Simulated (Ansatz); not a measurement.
Input:

GaPt₃:
```
CELL_PARAMETERS angstrom
      3.90795     0.00000     0.00000
      0.00000     3.90795     0.00000
      0.00000     0.00000     3.90795
ATOMIC_POSITIONS crystal
  Ga 0.00000 0.00000 0.00000
  Pt 0.00000 0.50000 0.50000
  Pt 0.50000 0.00000 0.50000
  Pt 0.50000 0.50000 0.00000
```

This is the r²SCAN-relaxed structure.

Task: All from the program Ansatz at the r²SCAN level (PAW), unless another level is named. Estimate the density of states at the Fermi level.

Result: 0.70 states/eV per atom (mean over ±0.08 eV).

Task: And the formation energy from the elements (no fitted shifts)?

Result: -462 meV/atom.

Space group Pm-3m (Cu3Au type). The first step of the workflow began from a Materials Project structure, measured or hypothetical; the Crystallography Open Database copy checked does not list it. COD files the formula under space group No. 127. Whether it is the stable phase at ambient conditions was not checked. The r²SCAN relaxation kept the symmetry of its start; its stability against distortions is not shown here. No spin polarisation was allowed. The references are the lowest solids computed at this level, not always the standard phases. Scalar-relativistic: spin–orbit coupling is off unless named, which matters more the heavier the elements.

Potentials: the later of the program's two PAW sets.
